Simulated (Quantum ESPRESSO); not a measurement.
# Strain and stress in Al2InGaP4

The results below are calculated, not measured. They come from pw.x of Quantum ESPRESSO 7.5, a plane-wave density functional program, with PseudoDojo standard norm-conserving files (v0.5 for PBE, v0.4.1 for LDA and PBEsol). The cells are made up: elements, strain and atom displacements were drawn at random, and nothing was relaxed. There is no spin polarisation, spin-orbit coupling or dispersion term.

The cell has 8 sites of a zincblende or diamond lattice. Sites 1 to 4 hold Al In Ga Al; sites 5 to 8 hold P P P P. Cell vectors in Å: (5.631, 0.001, -0.033); (0.001, 5.683, -0.054); (-0.033, -0.054, 5.639). Settings: PBE, cutoff 1088 eV, 4 x 4 x 4 k mesh shifted by half a step, Fermi-Dirac smearing of 0.025 eV.

Each run adds a strain along z to one cell, with the atoms carried along; the vectors above are those of run 4. Stress is positive in tension and P is minus a third of its trace. E is the free energy for each atom above the lowest run shown.

| run | strain (%) | s_xx (GPa) | s_yy (GPa) | s_zz (GPa) | s_xy (GPa) | P (GPa) | E (meV/atom) |
| --- | --- | --- | --- | --- | --- | --- | --- |
| 1 | -2.05 | -1.27 | -0.48 | -2.25 | 0.54 | 1.33 | 3.23 |
| 2 | -1.10 | -0.69 | 0.07 | -1.19 | 0.52 | 0.60 | 0.93 |
| 3 | -0.50 | -0.35 | 0.40 | -0.52 | 0.51 | 0.16 | 0.18 |
| 4 | 0.01 | -0.07 | 0.67 | 0.04 | 0.50 | -0.21 | 0.00 |
| 6 | 1.34 | 0.62 | 1.32 | 1.47 | 0.47 | -1.13 | 1.39 |
| 7 | 1.75 | 0.81 | 1.50 | 1.90 | 0.46 | -1.41 | 2.38 |
| 5 | 0.59 | ? | ? | ? | ? | ? | ? |

A rerun of one of these cells at 1377 eV and k mesh 6 x 6 x 6 moved values by no more than 0.006 eV in the cell's energy, 0.02 GPa in stress and 0.002 eV/Å in force.

## Worked fit

A parabola through the six runs shown gives s_zz = 0.03 + 1.09 e - 0.011 e² GPa, with e in per cent and a scatter of 0.01 GPa. The slope is a stiffness of 109 ± 1 GPa for each unit of this strain at e = 0. The atoms are clamped, and relaxing them would in general lower it. The error is the larger of the fit's own and the change that a cubic makes, rounded up.

## Withheld run

Question: what s_zz should run 5 give?

The fit gives 0.67 GPa. The calculation gave 0.66 GPa.

```
run,strain (%),s_xx (GPa),s_yy (GPa),s_zz (GPa),s_xy (GPa),P (GPa),E (meV/atom)
5,0.59,0.24,0.96,0.66,0.49,-0.62,0.29
```